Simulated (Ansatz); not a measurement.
The geometry is COD entry 9013008, unchecked; take it as a test cell. The listed cell was then made from it by scaling, straining or moving an atom.

Sb: DFT, LDA, PAW with Ansatz's default frozen-core files, scalar-relativistic (Ansatz 0.2.0).

The relaxation starts from this cell:

```xyz
1
Lattice="3.2421 0.0000 0.0000 0.0000 3.2421 0.0000 0.0000 0.0000 3.2421" Properties=species:S:1:pos:R:3 pbc="T T T"
Sb    0.0000    0.0000    0.0000
```

Output:

```
Sb: output.efg is read without spin–orbit coupling, which moves field gradients at and beside such atoms by some per cent and up to a factor of two; PAW files take it under magnetization.noncollinear and magnetization.spin_orbit
Engine: ansatz 0.2.0
Pseudopotentials: kind: paw
Pseudopotential: Sb, paw, valence charge 15, recommended cutoff 420 eV (normal)
Functional definition: SPW92
  exchange = slater_x
  correlation = pw_c
Crystal: 1 atoms, lattice volume = 34.079 Å³
Basis set: ecut = 420 eV, 691 PW (Γ)
Bands: 12, of which v1, the nominal top of the filled ones, is band 8 counted from 1 (7 counted from 0)
Symmetry: 48 space group operations
Space group: Pm-3m (ITA 221), of the structure as read, at distance tolerance 3.2e-5 Å
k-points: 56 of 1000
Non-local potential: Sb, projectors of the file, l = 0: 2, l = 1: 2, l = 2: 2, l = 3: 2
PAW form: soft (Blöchl's): semilocal exchange-correlation on the pseudo side does not see the compensation charge
PAW frozen core: Sb, regenerated for the run's functional, and the local potential with it (the file was generated under x = pbe(κ = 0.804, μ = 0.2195149727645171), c = pbe(β = 0.06672455060314922))
PAW one-centre angular grid: Sb, 590 points (default); XC on 64 Gauss nodes
Initial density: superposition of atomic densities (neutral atoms: chi_scale 0, normalization atom), corrected by the library's trained network
Initial wavefunctions: pseudopotential atomic-orbital guess
Functional: x = slater, c = lda
SCF iter   1: F=—  HF=-6335.620946 eV  |F-HF|=—  |Δ(HF+E_count)|=         —  Δρ=5.47e-3  dr2=4.15e-3  ethr=1.77e-3  ⟨swp⟩=5.9  Hψ=4068  notcnv=0
preconditioner: auto → none  [metal: Δε(μ)=0.122 eV  Ē_g=11.490 eV  σ=0.050 eV  W_gap=0.46  n_scr=6 (ndim 8)  ℏωp=14.2 eV  f_vac=0.007  D(μ)=0.54/eV (n_scr^D=0)  sad-step TF]
SCF iter   2: F=—  HF=-6335.618497 eV  |F-HF|=—  |Δ(HF+E_count)|=   2.45e-3  Δρ=2.92e-3  dr2=1.30e-3  ethr=2.77e-5  ⟨swp⟩=1.9  Hψ=1273  notcnv=0  defer=3
SCF iter   3: F=—  HF=-6335.617965 eV  |F-HF|=—  |Δ(HF+E_count)|=   5.32e-4  Δρ=1.51e-4  dr2=5.56e-6  ethr=8.64e-6  ⟨swp⟩=2.9  Hψ=1143  notcnv=0  defer=3
SCF iter   4: F=—  HF=-6335.617966 eV  |F-HF|=—  |Δ(HF+E_count)|=   1.55e-6  Δρ=7.31e-5  dr2=1.26e-6  ethr=3.71e-8  ⟨swp⟩=2.0  Hψ=1078  notcnv=0  defer=3
SCF iter   5: F=—  HF=-6335.617966 eV  |F-HF|=—  |Δ(HF+E_count)|=   6.74e-7  Δρ=3.28e-5  dr2=2.64e-7  ethr=8.43e-9  ⟨swp⟩=2.0  Hψ=1075  notcnv=0  defer=3
SCF iter   6: F=-6335.617966 eV  HF=-6335.617966 eV  |F-HF|=8.03e-8  |Δ(HF+E_count)|=   1.14e-7  Δρ=1.71e-5  dr2=7.12e-8  ethr=6.67e-10  ⟨swp⟩=7.7  Hψ=3225  notcnv=0
SCF 1 converged in 6 iterations: F = -6335.617966 eV  dr2 = 7.12e-8
  greatest PAW one-centre occupation: 0.998 electrons in one spin orbital (limit 2), on the Sb atom at site 0 (counted from 0), in its partial waves of l = 2
relax step   1: F+E_penalty+E_count = -6335.61796559 eV  Δ(F+E_penalty+E_count) = +0.000e0 eV  max|allowed force component| = 0.000e0 eV/Å  Δτ_max = 0.0000 Å  P = -8.375 GPa  Ω = 34.079 Å³  (6 SCF iters, dr2 threshold 1.00e-7 eV, accepted)
Crystal: 1 atoms, lattice volume = 29.334 Å³
Basis set: ecut = 420 eV, 587 PW (Γ)
Initial density: handed on by an earlier stage of this run
Initial wavefunctions: those handed on with the density
iter 1 solved again at ethr=2.72e-5 eV; its pass at ethr=3.10e-3 eV (dr2=4.07e-3 eV) is discarded
SCF iter   1: F=—  HF=-6335.798064 eV  |F-HF|=—  |Δ(HF+E_count)|=         —  Δρ=3.31e-3  dr2=4.03e-3  ethr=2.72e-5  ⟨swp⟩=2.0  Hψ=6178  notcnv=0
preconditioner: auto → none  [metal: Δε(μ)=0.071 eV  Ē_g=12.337 eV  σ=0.050 eV  W_gap=0.34  n_scr=6 (ndim 8)  ℏωp=15.3 eV  f_vac=0.000  D(μ)=0.33/eV (n_scr^D=0)]
SCF iter   2: F=—  HF=-6335.797443 eV  |F-HF|=—  |Δ(HF+E_count)|=   6.21e-4  Δρ=1.53e-3  dr2=7.80e-4  ethr=2.69e-5  ⟨swp⟩=1.0  Hψ=672  notcnv=0
SCF iter   3: F=—  HF=-6335.797359 eV  |F-HF|=—  |Δ(HF+E_count)|=   8.41e-5  Δρ=1.57e-4  dr2=2.64e-6  ethr=5.20e-6  ⟨swp⟩=1.0  Hψ=675  notcnv=0
SCF iter   4: F=—  HF=-6335.797364 eV  |F-HF|=—  |Δ(HF+E_count)|=   4.85e-6  Δρ=3.31e-5  dr2=3.78e-7  ethr=6.67e-10  ⟨swp⟩=9.0  Hψ=4275  notcnv=0
SCF iter   5: F=-6335.797364 eV  HF=-6335.797364 eV  |F-HF|=3.00e-10  |Δ(HF+E_count)|=   1.97e-7  Δρ=2.75e-6  dr2=1.29e-9  ethr=6.67e-10  ⟨swp⟩=8.1  Hψ=3520  notcnv=0
SCF 2 converged in 5 iterations: F = -6335.797364 eV  dr2 = 1.29e-9
relax step   2: F+E_penalty+E_count = -6335.79736358 eV  Δ(F+E_penalty+E_count) = -1.794e-1 eV  max|allowed force component| = 0.000e0 eV/Å  Δτ_max = 0.0000 Å  P = -2.738 GPa  Ω = 29.334 Å³  energy of the carried Pulay correction = +9.570e-4 eV  (5 SCF iters, dr2 threshold 1.00e-7 eV, accepted)
Crystal: 1 atoms, lattice volume = 27.479 Å³
Basis set: ecut = 420 eV, 515 PW (Γ)
iter 1 solved again at ethr=7.12e-6 eV; its pass at ethr=3.10e-3 eV (dr2=1.07e-3 eV) is discarded
SCF iter   1: F=—  HF=-6335.806857 eV  |F-HF|=—  |Δ(HF+E_count)|=         —  Δρ=1.80e-3  dr2=1.05e-3  ethr=7.12e-6  ⟨swp⟩=2.0  Hψ=6050  notcnv=0
preconditioner: auto → none  [metal: Δε(μ)=0.102 eV  Ē_g=12.733 eV  σ=0.050 eV  W_gap=0.41  n_scr=6 (ndim 8)  ℏωp=15.8 eV  f_vac=0.000  D(μ)=0.33/eV (n_scr^D=0)]
SCF iter   2: F=—  HF=-6335.806711 eV  |F-HF|=—  |Δ(HF+E_count)|=   1.46e-4  Δρ=8.37e-4  dr2=2.06e-4  ethr=6.98e-6  ⟨swp⟩=1.0  Hψ=672  notcnv=0
SCF iter   3: F=—  HF=-6335.806691 eV  |F-HF|=—  |Δ(HF+E_count)|=   1.98e-5  Δρ=8.42e-5  dr2=6.95e-7  ethr=1.38e-6  ⟨swp⟩=1.0  Hψ=675  notcnv=0
SCF iter   4: F=—  HF=-6335.806695 eV  |F-HF|=—  |Δ(HF+E_count)|=   3.89e-6  Δρ=1.72e-5  dr2=7.71e-8  ethr=6.67e-10  ⟨swp⟩=8.8  Hψ=3653  notcnv=0
SCF iter   5: F=-6335.806695 eV  HF=-6335.806695 eV  |F-HF|=3.66e-10  |Δ(HF+E_count)|=   3.03e-8  Δρ=1.41e-6  dr2=5.91e-10  ethr=5.14e-10  ⟨swp⟩=5.8  Hψ=3571  notcnv=0
SCF 3 converged in 5 iterations: F = -6335.806695 eV  dr2 = 5.91e-10
relax step   3: F+E_penalty+E_count = -6335.80669499 eV  Δ(F+E_penalty+E_count) = -9.331e-3 eV  max|allowed force component| = 0.000e0 eV/Å  Δτ_max = 0.0000 Å  P = +1.460 GPa  Ω = 27.479 Å³  energy of the carried Pulay correction = +1.371e-3 eV  (5 SCF iters, dr2 threshold 1.00e-7 eV, accepted)
Crystal: 1 atoms, lattice volume = 28.097 Å³
iter 1 solved again at ethr=9.19e-7 eV; its pass at ethr=3.10e-3 eV (dr2=1.38e-4 eV) is discarded
SCF iter   1: F=—  HF=-6335.809097 eV  |F-HF|=—  |Δ(HF+E_count)|=         —  Δρ=6.32e-4  dr2=1.34e-4  ethr=9.19e-7  ⟨swp⟩=2.0  Hψ=6116  notcnv=0
preconditioner: auto → none  [metal: Δε(μ)=0.089 eV  Ē_g=12.587 eV  σ=0.050 eV  W_gap=0.39  n_scr=6 (ndim 8)  ℏωp=15.7 eV  f_vac=0.001  D(μ)=0.34/eV (n_scr^D=0)]
SCF iter   2: F=—  HF=-6335.809080 eV  |F-HF|=—  |Δ(HF+E_count)|=   1.73e-5  Δρ=2.97e-4  dr2=2.70e-5  ethr=8.91e-7  ⟨swp⟩=1.0  Hψ=672  notcnv=0
SCF iter   3: F=—  HF=-6335.809078 eV  |F-HF|=—  |Δ(HF+E_count)|=   1.35e-6  Δρ=3.06e-5  dr2=8.98e-8  ethr=6.67e-10  ⟨swp⟩=7.9  Hψ=3919  notcnv=0
SCF iter   4: F=-6335.809078 eV  HF=-6335.809078 eV  |F-HF|=3.25e-9  |Δ(HF+E_count)|=   1.51e-9  Δρ=3.56e-6  dr2=3.51e-9  ethr=5.99e-10  ⟨swp⟩=6.0  Hψ=3421  notcnv=0
SCF 4 converged in 4 iterations: F = -6335.809078 eV  dr2 = 3.51e-9
relax step   4: F+E_penalty+E_count = -6335.80907832 eV  Δ(F+E_penalty+E_count) = -2.383e-3 eV  max|allowed force component| = 0.000e0 eV/Å  Δτ_max = 0.0000 Å  P = -0.118 GPa  Ω = 28.097 Å³  energy of the carried Pulay correction = +1.230e-3 eV  (4 SCF iters, dr2 threshold 1.00e-7 eV, accepted)
Crystal: 1 atoms, lattice volume = 28.050 Å³
iter 1 solved again at ethr=7.21e-9 eV; its pass at ethr=3.10e-3 eV (dr2=1.08e-6 eV) is discarded
SCF iter   1: F=—  HF=-6335.809107 eV  |F-HF|=—  |Δ(HF+E_count)|=         —  Δρ=4.59e-5  dr2=7.30e-7  ethr=7.21e-9  ⟨swp⟩=3.0  Hψ=5639  notcnv=0
preconditioner: auto → none  [metal: Δε(μ)=0.092 eV  Ē_g=12.600 eV  σ=0.050 eV  W_gap=0.39  n_scr=6 (ndim 8)  ℏωp=15.7 eV  f_vac=0.000  D(μ)=0.34/eV (n_scr^D=0)]
SCF iter   2: F=—  HF=-6335.809107 eV  |F-HF|=—  |Δ(HF+E_count)|=   1.13e-7  Δρ=2.12e-5  dr2=1.40e-7  ethr=4.87e-9  ⟨swp⟩=1.0  Hψ=672  notcnv=0
SCF iter   3: F=-6335.809107 eV  HF=-6335.809107 eV  |F-HF|=2.84e-10  |Δ(HF+E_count)|=   1.51e-8  Δρ=2.77e-6  dr2=7.82e-10  ethr=2.31e-10  ⟨swp⟩=7.6  Hψ=3068  notcnv=0
SCF 5 converged in 3 iterations: F = -6335.809107 eV  dr2 = 7.82e-10
relax step   5: F+E_penalty+E_count = -6335.80910685 eV  Δ(F+E_penalty+E_count) = -2.853e-5 eV  max|allowed force component| = 0.000e0 eV/Å  Δτ_max = 0.0000 Å  P = -0.004 GPa  Ω = 28.050 Å³  energy of the carried Pulay correction = +1.241e-3 eV  (3 SCF iters, dr2 threshold 3.46e-8 eV, accepted)
Initial wavefunctions: pseudopotential atomic-orbital guess (no wavefunctions were taken with the density)
iter 1 solved again at ethr=3.47e-7 eV; its pass at ethr=3.10e-3 eV (dr2=5.20e-5 eV) is discarded
SCF iter   1: F=—  HF=-6335.808026 eV  |F-HF|=—  |Δ(HF+E_count)|=         —  Δρ=1.70e-4  dr2=9.05e-7  ethr=3.47e-7  ⟨swp⟩=2.9  Hψ=5726  notcnv=0
preconditioner: auto → none  [metal: Δε(μ)=0.091 eV  Ē_g=12.600 eV  σ=0.050 eV  W_gap=0.39  n_scr=6 (ndim 8)  ℏωp=15.7 eV  f_vac=0.000  D(μ)=0.34/eV (n_scr^D=0)]
SCF iter   2: F=—  HF=-6335.808026 eV  |F-HF|=—  |Δ(HF+E_count)|=   2.43e-7  Δρ=8.40e-5  dr2=2.14e-7  ethr=6.04e-9  ⟨swp⟩=1.4  Hψ=700  notcnv=0
SCF iter   3: F=—  HF=-6335.808026 eV  |F-HF|=—  |Δ(HF+E_count)|=   1.98e-7  Δρ=3.60e-6  dr2=1.28e-9  ethr=1.43e-9  ⟨swp⟩=2.6  Hψ=922  notcnv=0
SCF iter   4: F=—  HF=-6335.808026 eV  |F-HF|=—  |Δ(HF+E_count)|=  1.22e-10  Δρ=6.50e-7  dr2=1.07e-10  ethr=8.53e-12  ⟨swp⟩=2.0  Hψ=1093  notcnv=0
SCF iter   5: F=—  HF=-6335.808026 eV  |F-HF|=—  |Δ(HF+E_count)|=  5.82e-11  Δρ=2.60e-7  dr2=2.07e-11  ethr=1.00e-12  ⟨swp⟩=6.5  Hψ=2991  notcnv=0
SCF iter   6: F=-6335.808026 eV  HF=-6335.808026 eV  |F-HF|=3.64e-12  |Δ(HF+E_count)|=  1.09e-11  Δρ=6.22e-8  dr2=1.03e-12  ethr=1.00e-12  ⟨swp⟩=5.2  Hψ=2319  notcnv=0
SCF 6 converged in 6 iterations: F = -6335.808026 eV  dr2 = 1.03e-12
relax step   6: F+E_penalty+E_count = -6335.80802578 eV  Δ(F+E_penalty+E_count) = +1.081e-3 eV  max|allowed force component| = 0.000e0 eV/Å  Δτ_max = 0.0000 Å  P = -0.023 GPa  Ω = 28.050 Å³  stress off target by 2.30e-2 GPa  SCF on the basis re-selected at this cell (its energy is not comparable with the rows above)  (6 SCF iters)
basis re-selected at this cell: Δ(F+E_penalty+E_count) = +1.081e-3 eV, ΔP = -0.019 GPa vs the last step (what re-selecting the basis moved, of the pressure what is left beyond the Pulay correction that the steps carried, after the strain that the cell walked since its last selection, with what the two solves' SCF thresholds leave and, on support functions, any second-order correction that the steps lacked; it is no measure of the basis error at this ecutwfc). This SCF's stress stands 2.30e-2 GPa from its target on what of the cell is left free (relax.cell.stress_tol is 5.00e-2 GPa) and its largest allowed force component is 0.00e0 eV/Å (relax.f_tol is 5.00e-3 eV/Å): within both
SCF converged after 6 iterations
Free energy (F): -6335.808026 eV
Harris-Foulkes:  -6335.808026 eV  (|F-HF|=3.64e-12)
Internal energy: -6335.805253 eV  (E = F + TS)
E sigma→0 (E₀):  -6335.806639 eV
Entropy (-TS):   -0.002773 eV (-2.773 meV/atom)
Fermi energy:    10.517645 eV
--- Per-component energies (eV) ---
  E_band       = -157.786686
  E_kinetic    = 208.990190
  E_local      = -1528.225656  (includes V_loc(G=0)·N_el)
  E_nonlocal   = 366.462515
  E_hartree    = 694.135356
  E_xc         = -138.338567
  E_vxc        = -97.940016  (∫ρ·V_xc dr)
  E_paw        = -4426.649807  (= ΣΔE_a)
  E_vpaw       = -495.344376  (= ΣTr[D̂ρ^β])
  E_aug_tail   = -0.000002  (compensation charges beyond the density's cutoff)
  E_ewald      = -1512.738105
  E_core_change = 0.558824  (= ΣΔE_core)
  E_smearing   = -0.002773  (= −TS)
  E_closure    = -0.000000  (closes the sum)
  Σ components = -6335.808026   (vs F -6335.808026, Δ=0.00e0)
--- Forces (eV/Å), atoms counted from 1 ---
  atom   1  Sb    -0.00000000    -0.00000000    -0.00000000
  max |Σ_I F_I| component: 5.75e-32 eV/Å
--- Stress (GPa, compression-positive) ---
       -0.023035      -0.000000      -0.000000
       -0.000000      -0.023035       0.000000
       -0.000000       0.000000      -0.023035
  P = ⅓ Tr σ = -0.0230 GPa (-0.230 kbar)
--- PAW observables at the nuclei: V_zz in 10²¹ V/m², potentials from the cell's mean, atoms counted from 1 ---
  atom   1  Sb V_zz =    -0.000000   η = 0.0000   by run symmetry: forbidden
            electrostatic potential = -8410.744059 V   contact ρ = 1344777.352062 e/Å³
--- Band table (eV; the first three rows and the last of 56) ---
  k-point 0: bands = ["-18.5456", "-18.5456", "-18.3230", "-18.3230", "-18.3230", "-2.2957", "13.9994", "13.9994", "13.9994", "17.9441", "17.9441", "19.1657"]
  k-point 1: bands = ["-18.5447", "-18.5273", "-18.3284", "-18.3284", "-18.3226", "-2.1419", "12.3137", "14.1528", "14.1528", "18.0695", "18.7254", "20.4488"]
  k-point 2: bands = ["-18.5426", "-18.4792", "-18.3425", "-18.3425", "-18.3215", "-1.6878", "9.7241", "14.5900", "14.5900", "18.4443", "19.2110", "23.6464"]
  k-point 55: bands = ["-18.4417", "-18.4417", "-18.4417", "-18.2357", "-18.2357", "6.2674", "8.8887", "8.8887", "8.8887", "15.5061", "15.5061", "15.5061"]
--- Relaxed structure (5 steps of the walk, 5 accepted, 1 SCFs on fresh bases) ---
  F+E_penalty+E_count = -6335.80802578 eV   max|allowed force component| = 0.000e0 eV/Å   (the final SCF, on the basis selected at the relaxed cell)
  cell:  # Å, volume = 28.0502 Å³
    - [3.038403501413523, 3.7876622239615634e-33, -5.135813185032629e-34]
    - [3.7876622239615634e-33, 3.038403501413523, 0.0]
    - [-2.567906592516314e-33, 0.0, 3.038403501413523]
  atoms:
    - { symbol: Sb, position: [0.0, 0.0, 0.0] }
```
